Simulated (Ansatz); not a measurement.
Polymorphs of Si2W, each relaxed with r²SCAN in the plane-wave PAW code Ansatz:

A: MoSi2 or CaC2 type (I4/mmm)
a = b = 3.2112 Å, c = 7.8048 Å, α = β = γ = 90.00°

```csv
atom,site,symmetry,x,y,z
W,2a,4/mmm,0.0000,0.0000,0.0000
Si,4e,4mm,0.0000,0.0000,0.3348
```

B: Fddd
a = 4.550 Å, b = 7.863 Å, c = 8.957 Å, α = β = γ = 90.00°

| atom | site | symmetry | x | y | z |
|---|---|---|---|---|---|
| Si | 16f | .2. | 0.0000 | 0.3357 | 0.0000 |
| W | 8a | 222 | 0.0000 | 0.0000 | 0.0000 |

Task: Put the candidates in order of energy per atom at 0 K, lowest first, for r²SCAN.

Result: A (+0 meV/atom), B (+133 meV/atom)

Constructed cells (a structure type filled with these elements, in neither database checked): B. Not the usual ambient phase: B. All cells were relaxed under the symmetry of their starts (and spin orders); stability against distortions was not tested throughout. Rows with no word on spin ran without spin polarisation. Spin–orbit coupling is left out wherever it is not named.

Energies hold the estimated change up to a 700 eV cutoff; steps of a few meV lie near the error of the meshes.

Potentials: the later of the program's two PAW sets.
